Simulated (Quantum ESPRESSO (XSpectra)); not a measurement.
**The core hole at the Si K edge of HfSi (Pnma)**

```cif
data_Hf4Si4
_chemical_formula_sum 'Hf4 Si4'
_space_group_name_H-M_alt 'P 1'
_space_group_IT_number 1
_cell_length_a 6.86240
_cell_length_b 3.76823
_cell_length_c 5.22345
_cell_angle_alpha 90.000
_cell_angle_beta 90.000
_cell_angle_gamma 90.000
loop_
_space_group_symop_operation_xyz
  'x, y, z'
loop_
_atom_site_label
_atom_site_type_symbol
_atom_site_fract_x
_atom_site_fract_y
_atom_site_fract_z
_atom_site_occupancy
Hf1 Hf 0.67514 0.25000 0.37439 1
Hf2 Hf 0.32486 0.75000 0.62561 1
Hf3 Hf 0.82486 0.75000 0.87439 1
Hf4 Hf 0.17514 0.25000 0.12561 1
Si1 Si 0.54312 0.25000 0.86087 1
Si2 Si 0.45688 0.75000 0.13913 1
Si3 Si 0.95688 0.75000 0.36087 1
Si4 Si 0.04312 0.25000 0.63913 1
```

Geometry: Materials Project entry mp-1042 (a computed structure). The cell is the entry's, not relaxed again.

Absorber: atom 5, Si on Wyckoff site c (site symmetry .m.), with 2 Si at 2.45 Å, 5 Hf at 2.70 Å, 1 Hf at 2.83 Å, 1 Hf at 2.88 Å.

All values are from Quantum ESPRESSO (XSpectra) (LDA, no, half or full core hole, dipole K-edge X-ray absorption, plane waves, Troullier-Martins potentials made with ld1.x and PseudoDojo potentials for the other elements (Perdew-Zunger form enforced), scalar-relativistic, no spin, constant broadening).

Full-hole run: 32-atom cell (absorber images 7.5 Å apart), 46 Ry, k meshes 4×4×3 (SCF) and 5×5×3 (spectrum), Lorentzian half width 0.7 eV. The ground-state test found no gap over 0.25 eV with this functional, so the cell is neutral with smeared occupations; energies count from the Fermi level. Field directions run: x; y; z, weighted by the site's symmetry in the crystal. Intensities are scaled to a mean of 1 over 0–35 eV.

The half-hole run shares these settings; the run without a hole takes the primitive cell with a 5×8×6 mesh.

```json
[
 {"core hole": "none (primitive cell)", "mean 0–10 eV": "1.02", "mean 10–20 eV": "1.19", "mean 20–30 eV": "0.85", "highest value below 30 eV": "1.5"},
 {"core hole": "half", "mean 0–10 eV": "1.17", "mean 10–20 eV": "1.09", "mean 20–30 eV": "0.82", "highest value below 30 eV": "1.5"},
 {"core hole": "full", "mean 0–10 eV": "1.30", "mean 10–20 eV": "0.99", "mean 20–30 eV": "0.81", "highest value below 30 eV": "1.7"}
]
```

From no hole to a full hole the mean over the first 10 eV goes from 1.02 through 1.17 to 1.30: the hole pulls absorption towards the edge. The cell size was not varied. Each run counts from its own energy zero.
